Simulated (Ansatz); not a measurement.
# InSb₃: rigid cleavage

Computed with Ansatz 0.2.0, DFT PBE, scalar-relativistic, plane waves, PAW. The runs took a 420 eV cutoff, a Γ-centred 10×10×5 mesh and Gaussian smearing (0.15 eV). No spin polarisation. Energies are free energies at this smearing, counted from the undisturbed cell; pressure is positive in compression.

Reference structure (relaxed at this level; it needn't be the usual structure):

```xyz
8
Lattice="0.0000 -4.8138 0.0000 0.0000 0.0000 -4.8138 9.6277 0.0000 0.0000" Properties=species:S:1:pos:R:3 pbc="T T T"
In    3.6104    0.0000    0.0000
In    8.4242    0.0000    0.0000
Sb    1.2035    0.0000   -2.4069
Sb    6.0173    0.0000   -2.4069
Sb    3.6104   -2.4069   -2.4069
Sb    8.4242   -2.4069   -2.4069
Sb    1.2035   -2.4069    0.0000
Sb    6.0173   -2.4069    0.0000
```

The cut lies on the cell's a–b face, a (1 0 0) plane (indices in the standard cell, whose axes needn't be the Cartesian ones shown) of area 23.17 Å², between layers 2.41 Å apart. Vector c is lengthened by d along the normal with the atoms' Cartesian places fixed: one unrelaxed cut a cell. The cell is metallic on the mesh throughout.

```tsv
d (Å)	energy (J/m²)	traction dE/dd (GPa)
-0.30	0.09	-7.0
0.00	0.00	0.0
0.25	0.04	3.0
0.50	0.14	4.3
1.00	0.35	4.0
1.50	0.52	2.6
2.00	0.62	1.4
3.00	0.69	0.3
4.50	0.71	0.0
6.00	0.71	0.0
```

Cost: 10 runs of about 20 core-minutes in all, on Intel Xeon Platinum 8175M (Skylake/Cascade Lake) (shared hosts).